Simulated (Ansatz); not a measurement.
Consider the following.

NaH:
```
CELL_PARAMETERS angstrom
      0.00000     2.39733     2.39733
      2.39733     0.00000     2.39733
      2.39733     2.39733     0.00000
ATOMIC_POSITIONS crystal
  Na 0.00000 0.00000 0.00000
  H  0.50000 0.50000 0.50000
```

This is the r²SCAN-relaxed structure.

Task: All from r²SCAN (plane waves, PAW; program Ansatz), unless another level is named. Estimate the Poisson's ratio.

Result: 0.16.

Task: And the elastic constants (relaxed ions, GPa)?

Result: C11 = 49.1, C12 = 12.1, C44 = 24.0.

Task: Predict the zero-point energy.

Result: 83.1 meV/atom.

Space group Fm-3m (rock salt). The cell was relaxed with r²SCAN under the symmetry of its start; phonons on a q-mesh show no instability.

Potentials: the later of the program's two PAW sets.
